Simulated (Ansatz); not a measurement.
La₃Te₄ in space group I-43d (No. 220; Te on 16c, La on 12a) under volume change, the program Ansatz at the LDA level (PAW), shape and atoms relaxed at each volume.

```
V (Å³/atom)  E − E(relaxed) (meV/atom)  P (GPa)
-----------  -------------------------  -------
27.421                            57.1     7.35
28.325                            23.9     4.49
29.229                             5.7     2.06
30.133                             0.0     0.00
31.037                             5.1    -1.73
31.941                            19.1    -3.20
32.845                            40.8    -4.45
```

Question: What does a third-order Birch–Murnaghan fit give for V₀, B₀ and B′?

Answer: V₀ = 30.14 Å³/atom, B₀ = 62.8 GPa, B′ = 4.5.

The workflow started from an entry of the Crystallography Open Database (COD). Whether it is the stable phase at ambient conditions was not checked. Symmetry was held in the LDA relaxation; whether a distortion lowers the energy is not shown. Scalar-relativistic: spin–orbit coupling is off unless named, which matters more the heavier the elements.

Potentials: the later of the program's two PAW sets.
